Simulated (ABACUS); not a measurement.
Band structure of CaO (Fm-3m, 2 atoms in the cell; from Materials Project mp-2605).

```
CELL_PARAMETERS angstrom
      0.00000     2.40355     2.40355
      2.40355     0.00000     2.40355
      2.40355     2.40355     0.00000
ATOMIC_POSITIONS crystal
  Ca 0.00000 0.00000 0.00000
  O  0.50000 0.50000 0.50000
```

All values come from this method and carry its errors: ABACUS with PBE, numerical atomic orbitals TZP (confined pseudo-atomic orbitals with Gaussian additions; energy shift 0.003 Ry), PseudoDojo 0.5 standard norm-conserving PBE (tails mended) pseudopotentials.

Settings: basis = TZP numerical atomic orbitals, energy shift 0.003 Ry; KPT = Gamma 6 6 6 0 0 0; basis_type = lcao; ecutwfc = 100 Ry; smearing_method = gaussian; smearing_sigma = 0.00146997 Ry; potentials = PseudoDojo 0.5 standard norm-conserving PBE (tails mended); symmetry = 1; ks_solver = scalapack_gvx; scf_nmax = 100; scf_thr = 1.0e-07; mixing_type = pulay; mixing_beta = 0.7.

The atom-centred basis is finite, which shifts total energies, pressures and gaps against plane waves. The structure comes from a collection of computed structures, made at another level of theory; the collection holds predicted forms beside known ones.

### Question
Predict the gap along the standard path and the places of the band edges.

### Answer
The gap along the path is 3.66 eV, from Γ to X; the smallest direct gap on it is 4.04 eV.

Points are given in units of this cell's reciprocal vectors. Levels in eV from the top of the valence band on the SCF mesh, bands 5 to 9:
```tsv
point	5	6	7	8	9
Γ (0 0 0)	-15.50	0.00	0.00	0.00	4.69
X (0.5 0 0.5)	-15.26	-1.33	-0.38	-0.38	3.66
W (0.5 0.25 0.75)	-14.88	-1.30	-1.08	-1.08	6.34
K (0.375 0.375 0.75)	-14.89	-1.36	-1.24	-0.80	5.16
L (0.5 0.5 0.5)	-14.31	-2.66	-1.22	-1.22	7.04
U (0.625 0.25 0.625)	-14.89	-1.36	-1.24	-0.80	5.16
```

Higher empty bands are left out: an atom-centred basis made for the valence describes them poorly.

The atomic orbitals were generated for these runs; they are not ABACUS's published sets and were checked against plane waves on a few crystals only.

“Tails mended”: in these copies of the files the far tail of each local potential was reset to the Coulomb form.
